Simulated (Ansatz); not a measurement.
Theory: Ansatz 0.2.0, DFT PBE, scalar-relativistic, plane waves, PAW. All cells share a 420 eV cutoff and Γ-centred k meshes spaced at most about 0.3 Å⁻¹ (about 0.25 or finer for metals, 2π included). No spin polarisation in the final relaxations.

Temperature and zero-point effects are left out. All come from trial cells, and lower structures may exist.

**Question.** Which of these relaxed structures of Si₄Sn is the lowest in energy?
A. Space group Cmmm (No. 65), orthorhombic, a = 7.645 Å, b = 8.219 Å, c = 3.294 Å. Si on a site of symmetry m2m is surrounded by 5 Si at 2.53–2.58 Å, 1 Sn at 2.82 Å and 2 Si at 3.29 Å; Si on a site of symmetry 2mm is surrounded by 4 Si at 2.53 Å, 1 Si at 2.83 Å, 2 Sn at 2.92 Å and 2 Si at 3.29 Å; Sn is surrounded by 6 Si at 2.82–2.92 Å and 2 Sn at 3.29 Å.
B. Space group R-3m (No. 166), trigonal, a = 3.765 Å, c = 23.328 Å. Around Si on its first site lie 3 Si at 2.42 Å and 3 Sn at 2.93 Å; Si on its second site is surrounded by 3 Si at 2.42 Å and 3 Si at 2.78 Å; Sn has 6 Si at 2.93 Å.
C. Space group R-3m (No. 166), trigonal, a = 3.807 Å, c = 24.929 Å. Around Si on its first site lie 3 Si at 2.38 Å and 3 Sn at 3.01 Å; Si on its second site is surrounded by 4 Si at 2.37–2.38 Å; around Sn lie 6 Si at 3.01 Å and 6 Si at 3.69 Å.
D. Space group Fd-3m (No. 227), cubic, a = 9.471 Å. Si has 3 Si at 2.42 Å and 1 Sn at 2.62 Å; around Sn lie 4 Si at 2.62 Å.

**Answer.** C. It has space group R-3m (No. 166); the next, B, with space group R-3m (No. 166), lies 121 meV/atom higher. Counting Si atoms around Sn (those within 1.25 times the shortest such distance or 1.15 times the sum of covalent radii; a plus sign parts nearer from farther groups; the shortest distance is added where it is long for a bond), the lowest has Sn 6+6 from 3.0 Å and the next has Sn 6. Even the lowest lies +0.19 eV/atom against the elements.

Cells relaxed within their symmetry can be saddle points. The R-3m cell of Si4Sn came from shaking the R-3m one. Some structure types and database cells were kept out of the candidates from the start, so a known form may be missing.
